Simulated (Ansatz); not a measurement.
Values for one crystal, relaxed and computed with LDA in the plane-wave PAW code Ansatz; other levels are named.

Volume per atom: 23.11 Å³
Electronic character: metallic (no gap)
Poisson's ratio: 0.23
Young's modulus: 141 GPa
Formation energy from the elements (no fitted shifts): -1.63 eV/atom
Bulk modulus (Birch–Murnaghan fit): 87.9 GPa
Pressure derivative B′: 4.1

Which of these materials gives this?
A. In2SbAs, R3m (In on 3a, In on 3a, Sb on 3a, As on 3a)
B. YAs, rock salt
C. ZrB2, P6/mmm (Zr on 1a, B on 2d)
D. LaAs, rock salt

B, YAs, rock salt

Space group Fm-3m (rock salt). The workflow started from a Materials Project entry (that database holds measured and hypothetical structures alike); the Crystallography Open Database files this formula in space group No. 225, but the cells were not matched. Its standing as an ambient phase is unchecked. The cell was relaxed with LDA under the symmetry of its start; of distortions, only those at the zone centre were tested. The run is not spin-polarised. The references are the lowest solids computed at this level, not always the standard phases. Scalar-relativistic: spin–orbit coupling is off unless named, which matters more the heavier the elements.

Potentials: the later of the program's two PAW sets.
